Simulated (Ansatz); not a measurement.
SiC4:
```xyz
10
Lattice="5.5977 0.0000 0.0000 0.0000 5.5977 0.0000 0.0000 0.0000 5.5977" Properties=species:S:1:pos:R:3 pbc="T T T"
Si     0.0000     0.0000     0.0000
Si     2.7989     2.7989     2.7989
C      1.0485     1.0485     1.0485
C      1.7504     1.7504     1.7504
C      1.0485     4.5493     4.5493
C      1.7504     3.8473     3.8473
C      4.5493     1.0485     4.5493
C      3.8473     1.7504     3.8473
C      4.5493     4.5493     1.0485
C      3.8473     3.8473     1.7504
```

Relaxed with r²SCAN.

### Question
Give the Bader charges and basin volumes of the independent atoms, r²SCAN in the plane-wave PAW code Ansatz.

### Answer


```
atom  Bader charge (e)  Bader volume (Å³)
----  ----------------  -----------------
Si1              +3.09                4.0
C3               -0.77               20.9
```

Space group Pn-3m. The start of the workflow was typed in or built on a structure type; neither database checked (COD, Materials Project) lists it. Its standing as an ambient phase is unchecked. The cell was relaxed with r²SCAN under the symmetry of its start; whether a distortion lowers the energy is not shown. Its formation energy is positive at this level, so the cell may be metastable or incomplete.

Potentials: the earlier of the program's two PAW sets.
